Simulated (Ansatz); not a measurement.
Pb2Au:
```yaml
crystal:
  lattice:
    - [-3.69934, 3.69934, 2.87387]
    - [3.69934, -3.69934, 2.87387]
    - [3.69934, 3.69934, -2.87387]
  atoms:
    - { symbol: Pb, position: [0.16039, 0.66039, 0.82078] }
    - { symbol: Pb, position: [0.83961, 0.33961, 0.17922] }
    - { symbol: Pb, position: [0.33961, 0.16039, 0.50000] }
    - { symbol: Pb, position: [0.66039, 0.83961, 0.50000] }
    - { symbol: Au, position: [0.75000, 0.75000, 0.00000] }
    - { symbol: Au, position: [0.25000, 0.25000, 0.00000] }
```

Relaxed with r²SCAN. Special points in fractions of this cell's reciprocal vectors: Γ (0.000, 0.000, 0.000); X (0.000, 0.000, 0.500); M (-0.500, 0.500, 0.500); Z (0.401, 0.401, -0.401); Z0 (-0.401, 0.599, 0.401); P (0.250, 0.250, 0.250); N (0.000, 0.500, 0.000).

Q: List the band energies nearest the Fermi level at these points for DFT-r²SCAN in the program Ansatz with PAW potentials.

A: In eV from the Fermi level; about four levels below and three above (degenerate sets whole), none deeper than 8.9 eV; points with the same levels are listed once.

```tsv
k	below	above
Γ	-1.54 -1.54 -1.41 -1.12	0.16 1.21 1.77
X	-1.93 -1.92 -0.89 -0.69	1.36 2.92 3.57
M	-3.64 -3.64 -1.71 -0.96	1.04 1.42 1.42
Z	-3.77 -3.77 -1.76 -1.36	0.07 0.10 0.10
P	-2.56 -2.56 -1.75 -1.75	0.34 0.34 1.22 1.22
N	-3.57 -3.57 -1.37 -1.37	0.29 0.29 1.75 1.75
```

Space group I4/mcm. The workflow started from a Materials Project entry (that database holds measured and hypothetical structures alike); the Crystallography Open Database files this formula in space group No. 140, but the cells were not matched. Whether it is the stable phase at ambient conditions was not checked. The cell was relaxed with r²SCAN under the symmetry of its start; its stability against distortions is not shown here. Spin–orbit coupling is left out wherever it is not named.

Potentials: the later of the program's two PAW sets.
